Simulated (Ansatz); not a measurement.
Input file for Ansatz (a program for electronic structure):

Ansatz 0.2 input:
```yaml
crystal:
  lattice:
    - [4.3985950521, 0.0, 0.0]
    - [0.0, 4.3985950521, 0.0]
    - [0.0, 0.0, 4.3985950521]
  atoms:
    - { symbol: Ag, position: [0.0, 0.0, 0.0] }
    - { symbol: Zr, position: [0.5, 0.5, 0.0] }
    - { symbol: Zr, position: [0.0, 0.5, 0.5] }
    - { symbol: Zr, position: [0.5, 0.0, 0.5] }
kpoints:
  mp_grid: { grid: [9, 9, 9] }
hamiltonian:
  xc: r2scan
  pseudopotentials: { kind: paw }
scf:
  occupations: { method: gaussian, width: 0.1 }
checkpoint: { read: metal.run }
output: { bader: true, populations: true }
```

Output (shortened):

```
Pseudopotential: Ag, paw, valence charge 19
Pseudopotential: Zr, paw, valence charge 12
Functional definition: r2SCAN
Crystal: 4 atoms, lattice volume = 85.102 Å³
Basis set: ecut = 500 eV, 2109 PW (Γ), exchange–correlation on 144×144×144 points (64 copies of the dense FFT grid, shifted against one another)
Bands: 33, of which v1, the nominal top of the filled ones, is band 28 counted from 1 (27 counted from 0)
Symmetry: 48 space group operations
Space group: Pm-3m (ITA 221), of the structure as read, at distance tolerance 4.4e-5 Å
k-points: 35 of 729
Stability of the state it starts from, as read at its close in the unpolarized treatment …
iter 1 solved again at ethr=2.12e-8 eV; its pass at ethr=3.10e-3 eV (dr2=1.17e-5 eV) is discarded
SCF iter   1: F=—  HF=-20188.801654 eV  |F-HF|=—  |Δ(HF+E_count)|=         —  Δρ=4.69e-7  dr2=8.30e-11  dr2_τ=1.09e-11  ethr=2.12e-8  ⟨swp⟩=3.9  Hψ=7239  notcnv=0
preconditioner: auto → Kerker (q_TF=auto, 2.537 Å⁻¹)
SCF iter   2: F=-20188.801654 eV  HF=-20188.801654 eV  |F-HF|=1.82e-11  |Δ(HF+E_count)|=  7.31e-10  Δρ=2.73e-7  dr2=4.06e-11  dr2_τ=8.96e-12  ethr=1.00e-12  ⟨swp⟩=6.3  Hψ=4151  notcnv=0
SCF 1 converged in 2 iterations: F = -20188.801654 eV  dr2 = 4.06e-11
SCF converged after 2 iterations
Free energy (F): -20188.801654 eV
Harris-Foulkes:  -20188.801654 eV  (|F-HF|=1.82e-11)
Internal energy: -20188.779890 eV  (E = F + TS)
E sigma→0 (E₀):  -20188.790772 eV
Entropy (-TS):   -0.021764 eV (-5.441 meV/atom)
Fermi energy:    14.832713 eV
--- Per-component energies (eV) ---
  E_band       = -587.125891
  E_kinetic    = 1523.220761
  E_local      = -4558.832605  (includes V_loc(G=0)·N_el)
  E_nonlocal   = 319.106444
  E_hartree    = 1817.539984
  E_xc         = -645.225329
  E_vxc        = -897.276533  (∫ρ·V_xc dr)
  E_paw        = -12832.512362  (= ΣΔE_a)
  E_vpaw       = -665.660843  (= ΣTr[D̂ρ^β])
  E_aug_tail   = 0.000084  (compensation charges beyond the density's cutoff)
  E_vtau       = 57.236560  (kinetic-family band-sum trace: ∫τ·v_τ [+ j·A + Jᵃ·Aᵃ] dr)
  E_ewald      = -5811.073332
  E_core_change = -1.003536  (= ΣΔE_core)
  E_smearing   = -0.021764  (= −TS)
  E_closure    = 0.000000  (closes the sum)
  Σ components = -20188.801654   (vs F -20188.801654, Δ=0.00e0)
  [band-id]    e_kinetic+e_local+e_nonlocal+2·e_hartree+e_vxc+e_vpaw+e_augmentation_tail+e_vtau = -587.126163   (vs E_band -587.125891, Δ=-2.73e-4)
--- Band table (eV; the first three rows and the last of 35) ---
  k-point 0: bands = ["-80.0268", "-42.5873", "-42.5873", "-42.5873", "-35.4803", "-35.2650", "-35.2650", "-13.1836", "-13.1836", "-13.1836", "-12.6466", "-12.6466", "-12.6466", "-12.3062", "-12.3062", "-12.3062", "8.4354", "9.3918", "9.3918", "9.6702", …
  k-point 1: bands = ["-80.0268", "-42.5874", "-42.5873", "-42.5873", "-35.4745", "-35.2708", "-35.2649", "-13.1690", "-13.1690", "-13.1618", "-12.6522", "-12.6522", "-12.6495", "-12.3366", "-12.3173", "-12.3173", "8.5746", "9.4309", "9.4424", "9.6854", …
  k-point 2: bands = ["-80.0268", "-42.5875", "-42.5873", "-42.5873", "-35.4582", "-35.2870", "-35.2647", "-13.1283", "-13.1283", "-13.0977", "-12.6700", "-12.6700", "-12.6566", "-12.4223", "-12.3456", "-12.3456", "8.9690", "9.5299", "9.5882", "9.7246", …
  k-point 34: bands = ["-80.0269", "-42.5876", "-42.5876", "-42.5876", "-35.3396", "-35.3331", "-35.3331", "-13.4538", "-13.1165", "-13.1128", "-13.1128", "-12.3757", "-12.3757", "-12.3689", "-12.3170", "-12.3170", "9.5519", "9.5568", "9.5568", "10.1532", …
--- Löwdin populations: 4 sites ---
  site symbol       q [e]
     0     Ag     18.5897
     1     Zr     11.9980
     2     Zr     11.9980
     3     Zr     11.9980
  spilling = 0.007572 (of n_electrons = 55.000000)
--- Bader charges: 4 sites ---
  site symbol  charge [e]  shift [e]
     0     Ag     -1.6621     0.0000
     1     Zr      0.5540     0.0000
     2     Zr      0.5540     0.0000
     3     Zr      0.5540     0.0000
  shift: an alarm, by how much a part of what the PAW files miss would move the charge. Where it is large, compare
  with a run on PAW files of another source; a small one proves nothing
  estimated error of the sums over rays = 3.3e-4 e
```

Cost: about 27 core-seconds (a rough figure) on shared cores.

The workflow started from an entry of the Crystallography Open Database (COD); the relaxed space group is not among those it files for this formula. COD files the formula under space group No. 123, so this cell is another polymorph or a model. Its standing as an ambient phase is unchecked. Symmetry was held in the r²SCAN relaxation; whether a distortion lowers the energy is not shown. The run is not spin-polarised. Scalar-relativistic: spin–orbit coupling is off unless named, which matters more the heavier the elements.

Potentials: the later of the program's two PAW sets.

Ansatz is a plane-wave DFT program.
